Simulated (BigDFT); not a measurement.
Input and output of a self-consistent single point for the molecule CH₅NS₃W (BigDFT).

Computed with LDA (Teter-Pade), Daubechies wavelet basis, HGH (Krack) norm-conserving potentials made for LDA, isolated boundary conditions (BigDFT).

```xyz
11

W      0.4712     0.7759     0.5082
N     -0.2910    -0.5432    -0.4039
C     -0.5520    -1.5980    -1.2856
H      0.3818    -2.1199    -1.5405
H     -1.2519    -2.3175    -0.8442
H     -0.9990    -1.2104    -2.2094
S      2.6023     0.9813     0.0858
S     -0.5239     2.8257    -0.1320
H      0.5871     3.4946     0.2029
S      0.2717     0.3173     2.8253
H     -0.6964    -0.6057     2.7934
```
Charge 0, spin multiplicity 1.

Reference input (self-consistent single point, DFT, LDA (Teter-Pade), Daubechies wavelet basis, HGH (Krack) norm-conserving potentials made for LDA, isolated boundary conditions): basis = Daubechies wavelets; dft.hgrids = 0.33 bohr; dft.rmult = 5 8; dft.ixc = 1; potentials = built-in HGH-K LDA; boundary_conditions = free; dft.gnrm_cv = 1e-04; dft.itermax = 80; dft.idsx = 6; dft.nrepmax = 3. This run's input differs from it in these lines:

```diff
@@ -3,3 +3,3 @@
   hgrids: 0.33
-  rmult: [5, 8]
+  rmult: [3.5, 8]
   ixc: 1
```

The program printed (abridged):

```
  #------------------------------------------------------------------- Self-Consistent Cycle
 Ground State Optimization:
 - Hamiltonian Optimization: &itrp001
   - Subspace Optimization: &itrep001-01
       Wavefunctions Iterations:
 iter:  1, EKS: -5.61120079128882878E+01, gnrm:  4.62E-01, D: -1.04E+00,
 iter:  2, EKS: -5.67186892901400057E+01, gnrm:  2.09E-01, D: -6.07E-01,
 iter:  3, EKS: -5.68870842581332852E+01, gnrm:  6.95E-02, D: -1.68E-01,
 iter:  4, EKS: -5.69215909878229596E+01, gnrm:  3.62E-02, D: -3.45E-02,
 iter:  5, EKS: -5.69404431385040226E+01, gnrm:  2.12E-02, D: -1.89E-02,
   [... lines left out ...]
 iter:  16, EKS: -5.69511188613796691E+01, gnrm:  3.78E-04, D: -7.62E-06,
 iter:  17, EKS: -5.69511259629324087E+01, gnrm:  2.81E-04, D: -7.10E-06,
 iter:  18, EKS: -5.69511288937365805E+01, gnrm:  2.20E-04, D: -2.93E-06,
 iter:  19, EKS: -5.69511307180723350E+01, gnrm:  1.75E-04, D: -1.82E-06,
 iter:  20, EKS: -5.69511321173954741E+01, gnrm:  1.35E-04, D: -1.40E-06,
 iter:  21, EKS: -5.69511326880476645E+01, gnrm:  1.10E-04, D: -5.71E-07,
 iter:  22, EKS: -5.69511331782571375E+01, gnrm:  8.51E-05, D: -4.90E-07,
       -  &FINAL001  { #---------------------------------------------------------- iter: 23
 iter:  23, EKS: -5.69511334388719632E+01, gnrm:  8.51E-05, D: -2.61E-07,  #FINAL
        #Eigenvalues and New Occupation Numbers
       Orbitals: [
   [... 16 lines left out ...]
 Last Iteration                        : *FINAL001
  #---------------------------------------------------------------------- Forces Calculation
 Total electronic charge               :  37.999999976092
 Electric Dipole Moment (AU):
   P vector                            :  [ -5.188934E-01, -4.286076E-01, -2.381455E-01 ]
   norm(P)                             :  7.13910465E-01
 Electric Dipole Moment (Debye):
   P vector                            :  [ -1.318895E+00, -1.089412E+00, -6.053054E-01 ]
   norm(P)                             :  1.81457923E+00
 BigDFT infocode                       :  0
   [... lines left out ...]
 -  {S: [ 1.622547405702E-02, -2.968528624329E-02,  1.014148469830E-02]} # 0008
 -  {H: [ 4.946330386928E-03,  3.845339938921E-03,  6.496874850637E-04]} # 0009
 -  {S: [ 4.356573707754E-03,  6.328097143532E-03, -3.302442476166E-02]} # 0010
 -  {H: [-1.969108386552E-03, -1.876848899204E-03, -3.088784435281E-03]} # 0011
 Energy (Hartree)                      : -5.69511334388719632E+01
 Force Norm (Hartree/Bohr)             :  9.46064098883755700E-02
```

The run converged in 23 iterations. Against the reference run the free energy goes up by 208 meV/atom and the largest force goes from 2.135 to 3.250 eV/Å.

The grid can part forces that symmetry would make equal. Forces above 1 eV/Å remain at this geometry. This run is one point of a test of settings, so its values need not be converged; read them against the reference run alone. The geometry comes from a cheaper method or was typed, in some cases with atoms then moved at random; it is not relaxed at this level, and the species need not be a known compound. A coarse multiplier of 5 or less cuts the tails of heavy atoms' orbitals, which raises levels.

These are the values that this program gave, and no reference: the built-in potentials of some of these elements keep semicore shells in the core, which can shift energies, forces and lattice constants.

Cost on one core: about 4 core-minutes (a rough figure).
